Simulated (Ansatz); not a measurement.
An Ansatz (a quantum-chemistry and plane-wave program) run. Input:

Ansatz 0.2 input:
```yaml
crystal:
  lattice:
    - [3.1710258935, 0.0, 0.0]
    - [-1.5855129468, 2.7461889798, 0.0]
    - [0.0, 0.0, 3.5422439078]
  atoms:
    - { symbol: Zr, position: [0.0, 0.0, 0.0] }
    - { symbol: B, position: [0.3333333333, 0.6666666667, 0.5] }
    - { symbol: B, position: [0.6666666667, 0.3333333333, 0.5] }
kpoints:
  mp_grid: { grid: [11, 11, 9] }
  band_path:
    path:
      - [[0.0, 0.0, 0.0], [0.5, 0.0, 0.0], [0.3333333333, 0.3333333333, 0.0], [0.0, 0.0, 0.0], [0.0, 0.0, 0.5], [0.5, 0.0, 0.5], [0.3333333333, 0.3333333333, 0.5], [0.0, 0.0, 0.5]]  # Γ-M-K-Γ-A-L-H-A
      - [[0.5, 0.0, 0.5], [0.5, 0.0, 0.0]]  # L-M
      - [[0.3333333333, 0.3333333333, 0.5], [0.3333333333, 0.3333333333, 0.0]]  # H-K
    npoints: 8
basis: { xc_grid: 2 }
hamiltonian:
  xc: pbe
  pseudopotentials: { kind: paw }
magnetization: { noncollinear: true, spin_orbit: true }
scf:
  n_extra_bands: 12
  convergence: { dr2_threshold: 0.0000000001 }
  occupations: { method: gaussian, width: 0.05 }
output: { eigenvalues: true }
```

Output (shortened):

```
Pseudopotential: Zr, paw_fr, valence charge 12
Pseudopotential: B, paw_fr, valence charge 3
Functional definition: PBE
non-collinear run that drives no moment, with spin-orbit …
Crystal: 3 atoms, lattice volume = 30.847 Å³
Basis set: ecut = 420 eV, 575 PW (Γ), exchange–correlation on 48×48×48 points (8 copies of the dense FFT grid, shifted against one another)
Bands: 30, of which v1, the nominal top of the filled ones, is band 18 counted from 1 (17 counted from 0)
Symmetry: 24 space group operations + 24 with time reversal
k-points: 80 of 1089
Projection manifold: j_resolved (fully-relativistic pseudo-atomic orbitals)
SCF iter   1: F=—  HF=-4500.193748 eV  |F-HF|=—  |Δ(HF+E_count)|=         —  Δρ=5.78e-2  dr2=1.87e0  dr2_m=0.00e0 (ungated)  ethr=3.10e-3  |M|=0.00e0 ∫|m|=0.00e0 μB  |m|>n=0.0e0 m-floor=0.0e0 τ_xc=0.0e0  β_m=0.30  ⟨swp⟩=5.3  Hψ=5521  notcnv=0  defer=60
preconditioner: auto → none
SCF iter   2: F=—  HF=-4499.854245 eV  |F-HF|=—  |Δ(HF+E_count)|=   3.40e-1  Δρ=4.01e-2  dr2=8.64e-1  dr2_m=0.00e0 (ungated)  ethr=3.10e-3  |M|=0.00e0 ∫|m|=0.00e0 μB  |m|>n=0.0e0 m-floor=0.0e0 τ_xc=0.0e0  β_m=0.61  ⟨swp⟩=2.0  Hψ=1766  notcnv=0  defer=446
SCF iter   3: F=—  HF=-4499.578091 eV  |F-HF|=—  |Δ(HF+E_count)|=   2.76e-1  Δρ=3.83e-3  dr2=2.21e-3  dr2_m=0.00e0 (ungated)  ethr=3.10e-3  |M|=0.00e0 ∫|m|=0.00e0 μB  |m|>n=0.0e0 m-floor=0.0e0 τ_xc=0.0e0  β_m=0.73  ⟨swp⟩=2.2  Hψ=1646  notcnv=0  defer=446
SCF iter   4: F=—  HF=-4499.578906 eV  |F-HF|=—  |Δ(HF+E_count)|=   8.14e-4  Δρ=5.56e-4  dr2=5.25e-5  dr2_m=0.00e0 (ungated)  ethr=1.23e-5  |M|=0.00e0 ∫|m|=0.00e0 μB  |m|>n=0.0e0 m-floor=0.0e0 τ_xc=0.0e0  β_m=0.73  ⟨swp⟩=2.5  Hψ=2166  notcnv=0  defer=438
SCF iter   5: F=—  HF=-4499.578916 eV  |F-HF|=—  |Δ(HF+E_count)|=   1.05e-5  Δρ=8.79e-5  dr2=2.00e-6  dr2_m=0.00e0 (ungated)  ethr=2.92e-7  |M|=0.00e0 ∫|m|=0.00e0 μB  |m|>n=0.0e0 m-floor=0.0e0 τ_xc=0.0e0  β_m=0.76  ⟨swp⟩=2.3  Hψ=1358  notcnv=0  defer=438
SCF iter   6: F=—  HF=-4499.578916 eV  |F-HF|=—  |Δ(HF+E_count)|=   4.38e-7  Δρ=2.15e-5  dr2=1.90e-7  dr2_m=0.00e0 (ungated)  ethr=1.11e-8  |M|=0.00e0 ∫|m|=0.00e0 μB  |m|>n=0.0e0 m-floor=0.0e0 τ_xc=0.0e0  β_m=0.74  ⟨swp⟩=2.0  Hψ=1424  notcnv=0  defer=438
SCF iter   7: F=—  HF=-4499.578916 eV  |F-HF|=—  |Δ(HF+E_count)|=   3.64e-8  Δρ=3.54e-6  dr2=1.52e-9  dr2_m=0.00e0 (ungated)  ethr=1.06e-9  |M|=0.00e0 ∫|m|=0.00e0 μB  |m|>n=0.0e0 m-floor=0.0e0 τ_xc=0.0e0  β_m=0.77  ⟨swp⟩=2.1  Hψ=1390  notcnv=0  defer=438
SCF iter   8: F=-4499.578916 eV  HF=-4499.578916 eV  |F-HF|=2.27e-11  |Δ(HF+E_count)|=  8.11e-10  Δρ=6.21e-7  dr2=3.10e-11  dr2_m=0.00e0 (ungated)  ethr=1.00e-12  |M|=0.00e0 ∫|m|=0.00e0 μB  |m|>n=0.0e0 m-floor=0.0e0 τ_xc=0.0e0  ⟨swp⟩=8.8  Hψ=4827  notcnv=0
SCF 1 converged in 8 iterations: F = -4499.578916 eV  dr2 = 3.10e-11
NSCF: frozen V_eff on 75 k-points
SCF converged after 8 iterations
Magnetization: |M| = 0.0000 μB,  M = (+0.0000, +0.0000, +0.0000) μB
Absolute magnetization: 0.0000 μB (∫|m|)
  site 0: m = (+0.0000, +0.0000, +0.0000) μB, |m| = 0.0000 μB  (R = 1.05 Å)
  site 1: m = (+0.0000, +0.0000, +0.0000) μB, |m| = 0.0000 μB  (R = 0.76 Å)
  site 2: m = (+0.0000, +0.0000, +0.0000) μB, |m| = 0.0000 μB  (R = 0.76 Å)
Free energy (F): -4499.578916 eV
Harris-Foulkes:  -4499.578916 eV  (|F-HF|=2.27e-11)
Internal energy: -4499.578631 eV  (E = F + TS)
E sigma→0 (E₀):  -4499.578774 eV
Entropy (-TS):   -0.000284 eV (-0.095 meV/atom)
Fermi energy:    15.676432 eV
--- Per-component energies (eV) ---
  E_band       = -26.385502
  E_kinetic    = 434.800839
  E_local      = -558.216959  (includes V_loc(G=0)·N_el)
  E_nonlocal   = 100.591033
  E_hartree    = 176.500680
  E_xc         = -228.814423
  E_vxc        = -271.168403  (∫ρ·V_xc dr)
  E_paw        = -3111.705276  (= ΣΔE_a)
  E_vpaw       = -85.393414  (= ΣTr[D̂ρ^β])
  E_aug_tail   = 0.000016  (compensation charges beyond the density's cutoff)
  E_ewald      = -1312.734542
  E_smearing   = -0.000284  (= −TS)
  E_closure    =  0.000000  (closes the sum)
  Σ components = -4499.578916   (vs F -4499.578916, Δ=0.00e0)
  [band-id]    e_kinetic+e_local+e_nonlocal+2·e_hartree+e_vxc+e_vpaw+e_augmentation_tail = -26.385528   (vs E_band -26.385502, Δ=-2.57e-5)
--- Band table (eV; the first three rows and the last of 80) ---
  k-point 0: bands = ["-32.8899", "-32.8899", "-11.9658", "-11.9658", "-10.3112", "-10.3112", "-9.9627", "-9.9627", "3.0227", "3.0227", "13.1202", "13.1202", "13.1473", "13.1473", "13.1584", "13.1584", "13.3740", "13.3740", "19.0901", "19.0901", "19.1553", …
  k-point 1: bands = ["-32.8877", "-32.8877", "-11.9832", "-11.9832", "-10.3345", "-10.3345", "-9.9596", "-9.9596", "3.2028", "3.2028", "12.0722", "12.0722", "13.2355", "13.2355", "13.2620", "13.2620", "14.4028", "14.4028", "18.2816", "18.2816", "18.3390", …
  k-point 2: bands = ["-32.8821", "-32.8821", "-12.0290", "-12.0290", "-10.3896", "-10.3896", "-9.9516", "-9.9516", "3.6988", "3.6988", "10.8486", "10.8486", "13.5737", "13.5737", "13.5982", "13.5982", "15.5192", "15.5192", "17.2477", "17.2477", "17.2942", …
  k-point 79: bands = ["-32.7442", "-32.7442", "-12.3018", "-12.3018", "-10.6583", "-10.6583", "-10.5463", "-10.5463", "6.6512", "6.6512", "7.4671", "7.4671", "10.7586", "10.7586", "12.8650", "12.8650", "13.2033", "13.2033", "19.7083", "19.7083", "21.3511", …
```

Cost: around 15 core-seconds (rough) on shared cores.

Space group P6/mmm. The cell was relaxed with PBE under the symmetry of its start. The run is not spin-polarised.

Potentials: the later of the program's two PAW sets.

Ansatz is a plane-wave DFT program.
